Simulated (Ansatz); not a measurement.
Simulated powder pattern, Cu Kα, λ = 1.54184 Å (kinematic, ideal powder, no thermal factors, no anomalous dispersion; the 30 strongest lines at most, above 1 %, up to 2θ = 90°):

```csv
2θ (°),d (Å),I/Imax (%)
8.56,10.333,100
17.16,5.167,2.7
25.87,3.444,22
34.73,2.583,3.5
35.85,2.505,5.2
36.13,2.486,2.7
36.93,2.434,10
38.24,2.354,31
40.01,2.254,2.4
42.19,2.142,16
44.74,2.026,1.7
47.61,1.910,3.3
50.77,1.798,4.1
53.18,1.722,1.6
54.19,1.693,10
61.72,1.503,9.3
62.97,1.476,1.8
64.44,1.446,8.4
65.14,1.432,3.3
70.65,1.333,6.8
74.63,1.272,2.6
75.32,1.262,2.8
77.47,1.232,3.9
80.07,1.198,2.3
88.24,1.107,2.2
89.05,1.099,2.5
89.64,1.094,2.5
```

The pattern belongs to a structure relaxed with PBE+D3(BJ) in the plane-wave PAW code Ansatz.

Task: Which of these materials gives this?
A. Si, diamond
B. Si2MoN4, P6_3/mmc (Mo on 2c, N on 4f, Si on 4f, N on 4e)
C. Mo, bcc (W type)
D. Yb, fcc (Cu type)

Result: B, Si2MoN4, P6_3/mmc (Mo on 2c, N on 4f, Si on 4f, N on 4e)

Task: Give the lattice parameters.

Result: a = 2.892 Å, c = 20.666 Å.

The start of the workflow was typed in or built on a structure type; neither database checked (COD, Materials Project) lists it. Whether it is the stable phase at ambient conditions was not checked. The PBE+D3(BJ) relaxation kept the symmetry of its start; whether a distortion lowers the energy is not shown. The workflow began spin-polarised and lost its moments.

Potentials: the earlier of the program's two PAW sets.
